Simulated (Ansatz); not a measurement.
**TiN across functionals**

```xyz
2
Lattice="0.0000 2.1220 2.1220 2.1220 0.0000 2.1220 2.1220 2.1220 0.0000" Properties=species:S:1:pos:R:3 pbc="T T T"
Ti    0.0000    0.0000    0.0000
N     2.1220    2.1220    2.1220
```

Atoms are numbered in the order listed.

The cell is COD entry 1011099, as deposited and not checked against the literature; nothing was relaxed. It is an old determination, and later ones may differ.

Spin polarisation is left out, and whether a magnetic state lies lower isn't shown here.

One fixed cell is solved with several functionals by frozen-core PAW in Ansatz 0.2.0, scalar-relativistically. A positive pressure means that the functional wants a larger cell.

The PAW files were made with PBE; their cores are remade for each functional.

Settings: a Γ-centred 13×13×13 k mesh, Fermi–Dirac smearing of 0.05 eV, cutoff 420 eV, no spin polarisation.

Cutoffs: PBE 420 eV, LDA 420 eV, PBEsol 420 eV, r²SCAN 500 eV.

One of the runs gave P (GPa) = -14.83, lowest level at Γ above −25 eV, from the valence-band top or, without a gap, the Fermi level (eV) = -16.88. Which setting was it?
A. PBE
B. LDA
C. PBEsol
D. r²SCAN

B. The full set:
```
setting  P (GPa)  lowest level at Γ above −25 eV, from the valence-band top or, without a gap, the Fermi level (eV)
    PBE     0.55                                                                                             -17.14
    LDA   -14.83                                                                                             -16.88
 PBEsol    -8.06                                                                                             -17.08
 r²SCAN    -2.38                                                                                             -18.31
```
